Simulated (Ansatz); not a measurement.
# KTaO3: the gap against volume

KTaO3, Pm-3m, a = 4.024 Å. The structure is a COD entry; whether it is the stable form wasn't checked. Ansatz: PBE, PAW, 420 eV, Γ-centred 8×8×8 mesh on 5 atoms, Gaussian smearing 0.02 eV; no spin polarisation. Symmetry fixes shape and atoms, so the cell is only scaled; x = ln(V/V0) with V0 = 13.035 Å³/atom. The gap is read at the mesh points alone.

| x | gap y (eV) |
| --- | --- |
| -0.1278 | 2.440 |
| -0.0943 | 2.370 |
| -0.0619 | 2.301 |
| -0.0305 | 2.231 |
| 0.0000 | 2.161 |
| 0.0296 | 2.092 |
| 0.0583 | 2.023 |
| 0.0953 | ? |

**Question.** Fit a straight line to the other rows, give the volume deformation potential of the gap and its pressure coefficient, and predict the missing gap. B0 = 188.0 GPa.

**Answer.** Means x = -0.03237, y = 2.2311; Σ(Δx)² = 0.02693, ΣΔxΔy = -0.06036; the slope is their ratio. y = 2.1586 − 2.2416 x. The slope is the deformation potential a = dE_g/d ln V = -2.24 eV, and dE_g/dP = −a/B0 = 11.9 meV/GPa. At x = 0.0953 the fit asked for gives 1.945 eV. The run gave 1.932 eV, so the fit is 0.013 eV too high, 2.6 % of the span of the series, against an rms of 0.003 eV on the fitted rows. The row lies outside the fitted range. With a term in x² added, a fit to the same known rows predicts 1.931 eV, so most of the miss is curvature that the known rows already hold.

Spin-orbit coupling is left out, which matters for the bands of heavy elements. Semilocal functionals give gaps under the measured ones; changes of the gap mostly carry over better.

Symmetry holds off the tilts and polar distortions that many cubic perovskites undergo.